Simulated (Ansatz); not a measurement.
## Na₂Sb: relaxation step by step

A trial structure of Na₂Sb was built thus: random cell by space group and Wyckoff sites (P4/mmm, No. 123). Lengths were set from tabulated atomic sizes, so they are only a guess.

```
CELL_PARAMETERS angstrom
3.28644 0.00000 0.00000
0.00000 3.28644 0.00000
0.00000 0.00000 4.64202
ATOMIC_POSITIONS crystal
Na 0.50000 0.00000 0.50000
Na 0.00000 0.50000 0.50000
Sb 0.00000 0.00000 0.00000
```

Level of theory: DFT PBE, scalar-relativistic, plane waves, PAW in Ansatz 0.2.0. Cutoff 420 eV, Gaussian smearing, Γ-centred meshes. Cell and atoms relax first on a coarse mesh and then on a finer one. In between, the cell is made exact in the group found at 0.06 Å. In metals the finer mesh still leaves noise of several meV/atom or more. The steps can't lower the symmetry of their start. No spin polarisation.

Steps on the 6×6×4 mesh (3 atoms, 21 steps). The free energy counts from the last step; some steps are skipped; the plane-wave basis is renewed at times, which shifts energy and pressure.

| step | ΔF (meV/atom) | V (Å³/atom) | P (GPa) |
| --- | --- | --- | --- |
| 1 | 1328.2 | 16.71 | 35.24 |
| 3 | 687.9 | 21.17 | 12.53 |
| 5 | 430.0 | 25.03 | 2.78 |
| 8 | 319.8 | 26.01 | 4.32 |
| 10 | 215.7 | 29.60 | 1.45 |
| 12 | 127.7 | 31.78 | -0.11 |
| 14 | 65.5 | 30.75 | 0.23 |
| 17 | 31.6 | 30.87 | 1.75 |
| 19 | 5.0 | 32.83 | 0.60 |
| 21 | 0.0 | 34.00 | 0.07 |

The relaxed structure, after a last relaxation on the converged mesh:

Space group P4/mmm (No. 123). a = 5.411 Å, b = 5.411 Å, c = 3.457 Å, α = 90.00°, β = 90.00°, γ = 90.00°
```json
{"atom": "Na", "site": "2e", "symmetry": "mmm.", "x": "0.5000", "y": "0.0000", "z": "0.5000"}
{"atom": "Sb", "site": "1a", "symmetry": "4/mmm", "x": "0.0000", "y": "0.0000", "z": "0.0000"}
```

The symmetry stays P4/mmm (No. 123). The volume per atom grows by 101.9 %, from 16.7 to 33.7 Å³. The shortest distance goes from 2.32 Å (Na–Na) to 3.21 Å (Na–Sb). The ratio c/a of the conventional cell changes by a factor of 0.45. The energy falls by about 1.4 eV/atom (the start's value is from the coarse mesh). Na is surrounded by 4 Sb at 3.21 Å, 2 Na at 3.46 Å and 4 Na at 3.83 Å; Sb is surrounded by 8 Na at 3.21 Å and 2 Sb at 3.46 Å.

```
Volume per atom                             : 33.74 Å³
Density                                     : 2.75 g/cm³
Energy over the elements                    : −0.33 eV/atom
Gap on the 10×10×14 mesh of the 3-atom cell : 0 eV (a metal)
```

The zero of energy is the elements' standard structures at the same level; no fitted shifts are applied.

The last run used Gaussian smearing of 0.10 eV. These runs have no spin–orbit coupling, which can matter for Sb. Symmetry constrained the relaxation, so the result can be a saddle point. In all, the 5 runs took 88 s on 1 thread of Intel(R) Xeon(R) 6975P-C (Granite Rapids) (shared host).
